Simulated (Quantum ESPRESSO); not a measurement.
# Ti3MoPtHf3: one run as intended and one with a planted mistake

A calculation, not a measurement. The program is pw.x of Quantum ESPRESSO 7.5 (plane-wave density functional theory). The cell is made up: eight metal atoms on a face-centred cubic lattice, with elements, volume, strain and displacements drawn at random and not relaxed, so it may be unstable or far from any real phase. PseudoDojo standard norm-conserving files set the functional (PBE unless stated); there is no spin polarisation or spin-orbit coupling, the Fermi-Dirac width of 0.25 eV means electrons at about 2900 K, and the masses in the input are unused placeholders. Heavy elements are run without spin-orbit coupling, which real alloys of them have. A spin test at this wide smearing found no moment, but such smearing suppresses magnetism that the real alloy may have.

Intended input:

```
&control calculation='scf', pseudo_dir='./dojo.nc.sr.pbe.v0_5.standard.upf', outdir='./o', disk_io='minimal', tprnfor=.true., tstress=.true. /
&system ibrav=0, nat=8, ntyp=4, nbnd=70, ecutwfc=87.97787729, nosym=.true., tot_charge=0,
 occupations='smearing', smearing='fd', degauss=0.0183746611
/
&electrons conv_thr=1.470e-08, electron_maxstep=70, mixing_beta=0.5 /
ATOMIC_SPECIES
Hf 1.0 Hf.upf
Mo 1.0 Mo.upf
Pt 1.0 Pt.upf
Ti 1.0 Ti.upf
CELL_PARAMETERS angstrom
0.0 -2.0683 -2.0683
-6.205 -2.0683 0.0
-2.0683 4.1367 -6.205
ATOMIC_POSITIONS angstrom
Ti 0.0328 -0.0396 -0.0388
Mo -2.0959 2.1149 -4.0896
Pt -2.0126 -0.0361 -2.1328
Hf -4.1397 1.9933 -6.303
Ti -4.1089 0.103 -4.1489
Hf -4.0891 -2.0904 -2.0122
Ti -6.2765 -0.0716 -6.1998
Hf -6.2163 -2.0845 -4.1358
K_POINTS automatic
8 4 3 1 1 1
```

The log is shortened where brackets say so; the opening notice, blank lines, dates and the lines on written files are dropped, and the path of the files is cut. It prints rydbergs, bohrs and kilobars, and counts compression as positive stress. Its total energy is the free energy E - TS of the whole cell.

Log of the intended run:

```
     Program PWSCF v.7.5
     Parallel version (MPI & OpenMP), running on       4 processor cores
     Number of MPI processes:                 4
     Threads/MPI process:                     1
     [start-up lines left out]
     bravais-lattice index     =            0
     lattice parameter (alat)  =       5.5275  a.u.
     unit-cell volume          =     955.3700 (a.u.)^3
     number of atoms/cell      =            8
     number of atomic types    =            4
     number of electrons       =       104.00
     number of Kohn-Sham states=           70
     kinetic-energy cutoff     =      87.9779  Ry
     charge density cutoff     =     351.9115  Ry
     scf convergence threshold =      1.5E-08
     mixing beta               =       0.5000
     number of iterations used =            8  plain     mixing
     Exchange-correlation= PBE
                           (   1   4   3   4   0   0   0)
     [axes and pseudopotential details left out]
   Cartesian axes
     site n.     atom                  positions (alat units)
         1        Ti     tau(   1) = (   0.0112136  -0.0135384  -0.0132649  )
         2        Mo     tau(   2) = (  -0.7165426   0.7230383  -1.3981453  )
         3        Pt     tau(   3) = (  -0.6880642  -0.0123418  -0.7291579  )
         4        Hf     tau(   4) = (  -1.4152734   0.6814659  -2.1548586  )
         5        Ti     tau(   5) = (  -1.4047435   0.0352135  -1.4184187  )
         6        Hf     tau(   6) = (  -1.3979743  -0.7146623  -0.6879274  )
         7        Ti     tau(   7) = (  -2.1457988  -0.0244785  -2.1195768  )
         8        Hf     tau(   8) = (  -2.1252178  -0.7126452  -1.4139401  )
     number of k points=    48  Fermi-Dirac smearing, width (Ry)=  0.0184
                       cart. coord. in units 2pi/alat
        k(    1) = (  -0.0534003  -0.0165732  -0.0718152), wk =   0.0416667
        k(    2) = (   0.0055233  -0.1933468   0.1049585), wk =   0.0416667
     [further k points left out]
     Dense  grid:   106543 G-vectors     FFT dimensions: (  36,  75,  90)
     Estimated max dynamical RAM per process >     368.67 MB
     Estimated total dynamical RAM >       1.36 GB
     Initial potential from superposition of free atoms
     starting charge     103.9881, renormalised to     104.0000
     Starting wfcs are   80 randomized atomic wfcs
     total cpu time spent up to now is        7.2 secs
     per-process dynamical memory:   285.2 Mb
     Self-consistent Calculation
     iteration #  1     ecut=    87.98 Ry     beta= 0.50
     Davidson diagonalization with overlap
     ethr =  1.00E-02,  avg # of iterations =  2.8
     total cpu time spent up to now is       23.5 secs
     total energy              =   -1093.59030903 Ry
     estimated scf accuracy    <       4.48740973 Ry
     iteration #  2     ecut=    87.98 Ry     beta= 0.50
     Davidson diagonalization with overlap
     ethr =  4.31E-03,  avg # of iterations =  5.0
     total cpu time spent up to now is       43.5 secs
     total energy              =   -1093.31865293 Ry
     estimated scf accuracy    <      47.04055625 Ry
     [iterations 3 to 20 left out]
     iteration # 21     ecut=    87.98 Ry     beta= 0.50
     Davidson diagonalization with overlap
     ethr =  8.58E-11,  avg # of iterations =  4.0
     total cpu time spent up to now is      331.4 secs
     total energy              =   -1096.44359021 Ry
     estimated scf accuracy    <       0.00000005 Ry
     iteration # 22     ecut=    87.98 Ry     beta= 0.50
     Davidson diagonalization with overlap
     ethr =  4.64E-11,  avg # of iterations =  1.6
     total cpu time spent up to now is      344.4 secs
     End of self-consistent calculation
     [lines on levels left out]
!    total energy              =   -1096.44359020 Ry
     estimated scf accuracy    <       0.00000001 Ry
     smearing contrib. (-TS)   =      -0.16023920 Ry
     internal energy E=F+TS    =   -1096.28335100 Ry
     The total energy is F=E-TS. E is the sum of the following terms:
     one-electron contribution =    -277.83544464 Ry
     hartree contribution      =     185.12831499 Ry
     xc contribution           =    -206.48849175 Ry
     ewald contribution        =    -797.08772959 Ry
     convergence has been achieved in  22 iterations
     Forces acting on atoms (cartesian axes, Ry/au):
     atom    1 type  4   force =    -0.01143800   -0.00321148   -0.00077117
     atom    2 type  2   force =     0.00551478    0.01327830   -0.01864359
     atom    3 type  3   force =    -0.01234492   -0.00231552    0.01451738
     atom    4 type  1   force =     0.03195313   -0.01674115    0.03780340
     atom    5 type  4   force =     0.02948419   -0.01477836    0.01055164
     atom    6 type  1   force =    -0.00249039    0.01644928   -0.04224180
     atom    7 type  4   force =    -0.01172313   -0.00442985    0.00168806
     atom    8 type  1   force =    -0.02895567    0.01174878   -0.00290391
     Total force =     0.090553     Total SCF correction =     0.000602
     Computing stress (Cartesian axis) and pressure
          total   stress  (Ry/bohr**3)                   (kbar)     P=       87.37
   0.00043468  -0.00007676   0.00007692           63.94      -11.29       11.32
  -0.00007676   0.00059184   0.00000807          -11.29       87.06        1.19
   0.00007692   0.00000807   0.00075525           11.32        1.19      111.10
     init_run     :      6.69s CPU      6.95s WALL (       1 calls)
     electrons    :    336.32s CPU    337.23s WALL (       1 calls)
     forces       :      2.78s CPU      2.81s WALL (       1 calls)
     stress       :      9.51s CPU      9.71s WALL (       1 calls)
     [timing details left out]
     PWSCF        :   5m55.58s CPU   5m57.05s WALL
     JOB DONE.
```

A second run has one planted mistake: the files are those of another functional. The input lines that differ:

```
- &control calculation='scf', pseudo_dir='./dojo.nc.sr.pbe.v0_5.standard.upf', outdir='./o', disk_io='minimal', tprnfor=.true., tstress=.true. /
+ &control calculation='scf', pseudo_dir='./dojo.nc.sr.pbesol.v0_4_1.standard.upf', outdir='./o', disk_io='minimal', tprnfor=.true., tstress=.true. /
```

Its log:

```
     Program PWSCF v.7.5
     Parallel version (MPI & OpenMP), running on       4 processor cores
     Number of MPI processes:                 4
     Threads/MPI process:                     1
     [start-up lines left out]
     bravais-lattice index     =            0
     lattice parameter (alat)  =       5.5275  a.u.
     unit-cell volume          =     955.3700 (a.u.)^3
     number of atoms/cell      =            8
     number of atomic types    =            4
     number of electrons       =       104.00
     number of Kohn-Sham states=           70
     kinetic-energy cutoff     =      87.9779  Ry
     charge density cutoff     =     351.9115  Ry
     scf convergence threshold =      1.5E-08
     mixing beta               =       0.5000
     number of iterations used =            8  plain     mixing
     Exchange-correlation= PBESOL
                           (   1   4  10   8   0   0   0)
     [axes and pseudopotential details left out]
   Cartesian axes
     site n.     atom                  positions (alat units)
         1        Ti     tau(   1) = (   0.0112136  -0.0135384  -0.0132649  )
         2        Mo     tau(   2) = (  -0.7165426   0.7230383  -1.3981453  )
         3        Pt     tau(   3) = (  -0.6880642  -0.0123418  -0.7291579  )
         4        Hf     tau(   4) = (  -1.4152734   0.6814659  -2.1548586  )
         5        Ti     tau(   5) = (  -1.4047435   0.0352135  -1.4184187  )
         6        Hf     tau(   6) = (  -1.3979743  -0.7146623  -0.6879274  )
         7        Ti     tau(   7) = (  -2.1457988  -0.0244785  -2.1195768  )
         8        Hf     tau(   8) = (  -2.1252178  -0.7126452  -1.4139401  )
     number of k points=    48  Fermi-Dirac smearing, width (Ry)=  0.0184
                       cart. coord. in units 2pi/alat
        k(    1) = (  -0.0534003  -0.0165732  -0.0718152), wk =   0.0416667
        k(    2) = (   0.0055233  -0.1933468   0.1049585), wk =   0.0416667
     [further k points left out]
     Dense  grid:   106543 G-vectors     FFT dimensions: (  36,  75,  90)
     Estimated max dynamical RAM per process >     368.67 MB
     Estimated total dynamical RAM >       1.36 GB
     Initial potential from superposition of free atoms
     starting charge     103.9891, renormalised to     104.0000
     Starting wfcs are   80 randomized atomic wfcs
     total cpu time spent up to now is        7.5 secs
     per-process dynamical memory:   285.2 Mb
     Self-consistent Calculation
     iteration #  1     ecut=    87.98 Ry     beta= 0.50
     Davidson diagonalization with overlap
     ethr =  1.00E-02,  avg # of iterations =  2.8
     total cpu time spent up to now is       23.8 secs
     total energy              =   -1092.94298999 Ry
     estimated scf accuracy    <       4.59264471 Ry
     iteration #  2     ecut=    87.98 Ry     beta= 0.50
     Davidson diagonalization with overlap
     ethr =  4.42E-03,  avg # of iterations =  4.9
     total cpu time spent up to now is       44.6 secs
     total energy              =   -1092.68638833 Ry
     estimated scf accuracy    <      47.32440851 Ry
     [iterations 3 to 20 left out]
     iteration # 21     ecut=    87.98 Ry     beta= 0.50
     Davidson diagonalization with overlap
     ethr =  7.72E-11,  avg # of iterations =  2.1
     total cpu time spent up to now is      339.5 secs
     total energy              =   -1095.85658054 Ry
     estimated scf accuracy    <       0.00000004 Ry
     iteration # 22     ecut=    87.98 Ry     beta= 0.50
     Davidson diagonalization with overlap
     ethr =  3.42E-11,  avg # of iterations =  1.0
     total cpu time spent up to now is      351.7 secs
     End of self-consistent calculation
     [lines on levels left out]
!    total energy              =   -1095.85658054 Ry
     estimated scf accuracy    <          2.6E-09 Ry
     smearing contrib. (-TS)   =      -0.16048113 Ry
     internal energy E=F+TS    =   -1095.69609941 Ry
     The total energy is F=E-TS. E is the sum of the following terms:
     one-electron contribution =    -278.52635216 Ry
     hartree contribution      =     184.75493510 Ry
     xc contribution           =    -204.83695276 Ry
     ewald contribution        =    -797.08772959 Ry
     convergence has been achieved in  22 iterations
     Forces acting on atoms (cartesian axes, Ry/au):
     atom    1 type  4   force =    -0.01296687   -0.00247304   -0.00141821
     atom    2 type  2   force =     0.00508380    0.01255262   -0.01695130
     atom    3 type  3   force =    -0.01053000   -0.00191824    0.01325821
     atom    4 type  1   force =     0.03122537   -0.01567143    0.03513193
     atom    5 type  4   force =     0.03224677   -0.01398756    0.01021688
     atom    6 type  1   force =     0.00084625    0.01651247   -0.04089647
     atom    7 type  4   force =    -0.01314795   -0.00502475    0.00213505
     atom    8 type  1   force =    -0.03275738    0.01000993   -0.00147609
     Total force =     0.089756     Total SCF correction =     0.000207
     Computing stress (Cartesian axis) and pressure
          total   stress  (Ry/bohr**3)                   (kbar)     P=       28.72
   0.00003820  -0.00007165   0.00007170            5.62      -10.54       10.55
  -0.00007165   0.00019248   0.00000205          -10.54       28.32        0.30
   0.00007170   0.00000205   0.00035507           10.55        0.30       52.23
     init_run     :      6.79s CPU      7.07s WALL (       1 calls)
     electrons    :    337.37s CPU    344.20s WALL (       1 calls)
     forces       :      2.86s CPU      2.88s WALL (       1 calls)
     stress       :      9.69s CPU      9.93s WALL (       1 calls)
     [timing details left out]
     PWSCF        :   5m57.17s CPU   6m 4.63s WALL
     JOB DONE.
```

|  | intended run | run with the mistake |
| --- | --- | --- |
| free energy (eV) | -14917.875 | -14909.888 |
| entropy term -TS, part of it (eV) | -2.180 | -2.183 |
| pressure (GPa) | 8.74 | 2.87 |
| size of the largest force component (eV/Å) | 1.086 | 1.051 |
| largest change of a force component (eV/Å) |  | 0.098 |
| iterations | 22 | 22 |

For scale, a rerun of the intended cell at a higher cutoff and on a denser mesh moved values by no more than 0.004 eV in energy, 0.06 GPa in stress and 0.014 eV/Å in force, and a second program with other atomic files agreed on that cell to 2 % rms in force and 0.5 GPa in pressure. Files of another functional or element have another zero of energy, so the energy change says nothing on stability.